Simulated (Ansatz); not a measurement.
SrSi$_{3}$Ni:
```cif
data_Ni2Si6Sr2
_chemical_formula_sum 'Sr2 Si6 Ni2'
_space_group_name_H-M_alt 'I4mm'
_space_group_IT_number 107
_space_group_name_Hall 'I 4 -2'
_cell_length_a 4.17388
_cell_length_b 4.17388
_cell_length_c 9.77175
_cell_angle_alpha 90.000
_cell_angle_beta 90.000
_cell_angle_gamma 90.000
loop_
_atom_site_label
_atom_site_type_symbol
_atom_site_symmetry_multiplicity
_atom_site_Wyckoff_symbol
_atom_site_fract_x
_atom_site_fract_y
_atom_site_fract_z
_atom_site_occupancy
Sr1 Sr 2 a 0.00000 0.00000 0.59897 1
Si1 Si 2 a 0.00000 0.00000 0.00211 1
Si2 Si 4 b 0.00000 0.50000 0.34998 1
Ni1 Ni 2 a 0.00000 0.00000 0.24464 1
```
(The calculation used a cell of 5 atoms; values per cell refer to that cell.)

Relaxed with r²SCAN.

Which orbitals make up the states near the Fermi level in r²SCAN in the plane-wave PAW code Ansatz?

Within 0.5 eV of the Fermi level: Si 3p 55 %, Ni 3d 20 %, Si 3s 11 %, outside the projected shells 11 %. Projections are on Löwdin-orthogonalised atomic valence shells; empty p or d shells of many metals are not among them.

Tabulate the density of states.

States/eV per cell of 5 atoms, in 0.25 eV bins, energy from the Fermi level.

| E (eV) | total | Si 3p | Ni 3d | Si 3s |
|---|---|---|---|---|
| -7.85 | 1.19 | 0.38 | 0.03 | 0.61 |
| -7.60 | 0.94 | 0.30 | 0.03 | 0.51 |
| -7.35 | 0.92 | 0.29 | 0.04 | 0.51 |
| -7.10 | 1.18 | 0.38 | 0.05 | 0.63 |
| -6.85 | 1.34 | 0.43 | 0.07 | 0.71 |
| -6.60 | 1.29 | 0.40 | 0.08 | 0.70 |
| -6.35 | 1.17 | 0.34 | 0.09 | 0.65 |
| -6.10 | 1.20 | 0.37 | 0.10 | 0.63 |
| -5.85 | 0.85 | 0.34 | 0.08 | 0.35 |
| -5.60 | 0.41 | 0.24 | 0.04 | 0.07 |
| -5.35 | 0.46 | 0.31 | 0.04 | 0.05 |
| -5.10 | 1.14 | 0.81 | 0.11 | 0.09 |
| -4.85 | 1.66 | 1.18 | 0.23 | 0.12 |
| -4.60 | 1.76 | 1.26 | 0.29 | 0.10 |
| -4.35 | 2.66 | 1.78 | 0.50 | 0.18 |
| -4.10 | 3.17 | 1.94 | 0.77 | 0.23 |
| -3.85 | 3.02 | 1.65 | 1.01 | 0.16 |
| -3.60 | 3.66 | 1.85 | 1.40 | 0.17 |
| -3.35 | 4.89 | 1.88 | 2.54 | 0.22 |
| -3.10 | 4.17 | 1.49 | 2.36 | 0.13 |
| -2.85 | 3.14 | 1.00 | 1.95 | 0.07 |
| -2.60 | 4.77 | 0.94 | 3.65 | 0.05 |
| -2.35 | 9.43 | 1.49 | 7.35 | 0.19 |
| -2.10 | 6.94 | 1.77 | 4.64 | 0.16 |
| -1.85 | 3.60 | 1.01 | 2.23 | 0.12 |
| -1.60 | 3.57 | 1.20 | 1.91 | 0.18 |
| -1.35 | 3.05 | 1.23 | 1.35 | 0.18 |
| -1.10 | 2.64 | 1.20 | 0.93 | 0.22 |
| -0.85 | 2.80 | 1.39 | 0.75 | 0.31 |
| -0.60 | 1.84 | 0.93 | 0.45 | 0.22 |
| -0.35 | 1.45 | 0.78 | 0.32 | 0.16 |
| -0.10 | 1.59 | 0.87 | 0.33 | 0.18 |
| 0.15 | 1.46 | 0.83 | 0.27 | 0.16 |
| 0.40 | 1.35 | 0.76 | 0.23 | 0.17 |
| 0.65 | 1.01 | 0.55 | 0.15 | 0.14 |
| 0.90 | 0.85 | 0.46 | 0.10 | 0.11 |
| 1.15 | 0.89 | 0.47 | 0.09 | 0.11 |
| 1.40 | 1.13 | 0.55 | 0.11 | 0.13 |
| 1.65 | 2.01 | 0.86 | 0.19 | 0.24 |
| 1.90 | 2.80 | 1.22 | 0.30 | 0.39 |
| 2.15 | 2.66 | 1.25 | 0.29 | 0.39 |
| 2.40 | 2.12 | 1.08 | 0.21 | 0.24 |
| 2.65 | 2.73 | 1.37 | 0.24 | 0.28 |
| 2.90 | 3.19 | 1.49 | 0.24 | 0.31 |
| 3.15 | 3.19 | 1.49 | 0.20 | 0.29 |
| 3.40 | 2.40 | 1.10 | 0.12 | 0.22 |
| 3.65 | 2.54 | 1.10 | 0.11 | 0.20 |
| 3.90 | 2.68 | 1.16 | 0.10 | 0.20 |
| 4.15 | 2.98 | 1.18 | 0.09 | 0.20 |
| 4.40 | 2.68 | 1.04 | 0.07 | 0.17 |
| 4.65 | 2.72 | 0.97 | 0.06 | 0.16 |

The workflow started from a Materials Project entry (that database holds measured and hypothetical structures alike); the Crystallography Open Database copy checked does not list it. Whether it is the stable phase at ambient conditions was not checked. The cell was relaxed with r²SCAN under the symmetry of its start; its stability against distortions is not shown here. No spin polarisation was allowed. Scalar-relativistic: spin–orbit coupling is off unless named, which matters more the heavier the elements.

Potentials: the later of the program's two PAW sets.
